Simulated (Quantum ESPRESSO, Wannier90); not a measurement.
# TiSi2 (Fddd): Wannier90 run

```xyz
6
Lattice="2.3895 4.1175 0.0000 2.3895 -4.1175 0.0000 -2.3895 0.0000 -4.2629" Properties=species:S:1:pos:R:3 pbc="T T T"
Ti     2.3895     0.0000     0.0000
Ti    -1.1948    -2.0588    -2.1315
Si     0.0000    -1.3388     0.0000
Si     0.0000     1.3388     0.0000
Si    -1.1948     3.3975    -2.1315
Si    -1.1948     0.7200    -2.1315
```

Structure: Materials Project mp-2582, symmetrised, not relaxed again. COD (Crystallography Open Database) has the formula in 2 space groups, this one among them (matched by group alone). Level: PBEsol, no spin polarisation, no spin-orbit coupling; pw.x of Quantum ESPRESSO at 68 Ry with PseudoDojo potentials, 6×6×6 k-points, Wannier90. Density: 8×8×8 mesh, cold smearing 0.01 Ry.

A tight-binding model is made by disentanglement and projection with no localisation steps (num_iter = 0), so the 34 orbitals stay atom-like: hydrogen-like Ti: s;p;d; Si: s;p, axes along x, y, z; frozen window up to 1.50 eV relative to the Fermi level. It follows pw.x to 4.5 meV rms for states up to 1.0 eV relative to the Fermi level. Matrix elements depend on this choice of orbitals and windows.

The 45 largest hoppings ⟨m,0|H|n,R⟩ between different sites (one of each Hermitian pair; signs follow the real orbitals' lobes; the list may end inside a set of equal values):

```
m            n       R  distance of the centres (Å)  t (eV)
------  ------  ------  ---------------------------  ------
Si4 py  Si3 py   0 0 0                         2.42   3.047
Si6 py  Si5 py   0 0 0                         2.42   3.047
Si6 pz  Si4 pz   0 0 0                         2.44   2.297
Si6 pz  Si4 pz   0 0 1                         2.44   2.297
Si3 pz  Si5 pz   0 1 0                         2.44   2.297
Si5 pz  Si3 pz   1 0 1                         2.44   2.297
Si6 py  Ti2 py   0 0 0                         2.91   2.007
Ti1 py  Si4 py   0 1 0                         2.91   2.007
Si5 py  Ti2 py  1 -1 0                         2.91   2.007
Ti1 py  Si3 py   1 0 0                         2.91   2.007
Si3 px  Si4 px   0 1 0                         2.59   2.001
Si6 px  Si5 px   0 1 0                         2.59   2.001
Si4 px  Si3 px   1 0 0                         2.59   2.001
Si5 px  Si6 px   1 0 0                         2.59   2.001
Si6 s   Si4 pz   0 0 0                         2.47   1.925
Si6 pz   Si4 s   0 0 0                         2.47  -1.925
Si6 s   Si4 pz   0 0 1                         2.47  -1.925
Si6 pz   Si4 s   0 0 1                         2.47   1.925
Si3 s   Si5 pz   0 1 0                         2.47  -1.925
Si3 pz   Si5 s   0 1 0                         2.47   1.925
Si5 s   Si3 pz   1 0 1                         2.47  -1.925
Si5 pz   Si3 s   1 0 1                         2.47   1.925
Si4 s   Si3 py   0 0 0                         2.56  -1.715
Si6 s   Si5 py   0 0 0                         2.56   1.715
Si6 py   Si5 s   0 0 0                         2.56  -1.715
Si4 py   Si3 s   0 0 0                         2.56   1.715
Ti1 py   Si4 s   0 1 0                         2.76   1.680
Si5 s   Ti2 py  1 -1 0                         2.76   1.680
Ti1 py   Si3 s   1 0 0                         2.76  -1.680
Si6 s   Ti2 py   0 0 0                         2.76  -1.680
Ti2 pz   Si3 s   0 0 1                         2.54   1.672
Si6 s   Ti1 pz   0 0 1                         2.54  -1.672
Ti1 pz   Si5 s   0 1 0                         2.54   1.672
Si4 s   Ti2 pz   1 0 0                         2.54  -1.672
Si3 s   Ti2 pz   0 0 0                         2.54  -1.672
Ti1 pz   Si5 s  0 1 -1                         2.54  -1.672
Ti2 pz   Si4 s   0 1 1                         2.54   1.672
Ti1 pz   Si6 s   1 1 0                         2.54   1.672
Si6 pz  Si4 px   0 0 0                         2.51   1.602
Si6 px  Si4 pz   0 0 0                         2.51   1.602
Si6 pz  Si4 px   0 0 1                         2.51   1.602
Si6 px  Si4 pz   0 0 1                         2.51   1.602
Si3 pz  Si5 px   0 1 0                         2.51  -1.602
Si3 px  Si5 pz   0 1 0                         2.51  -1.602
Si5 pz  Si3 px   1 0 1                         2.51  -1.602
```
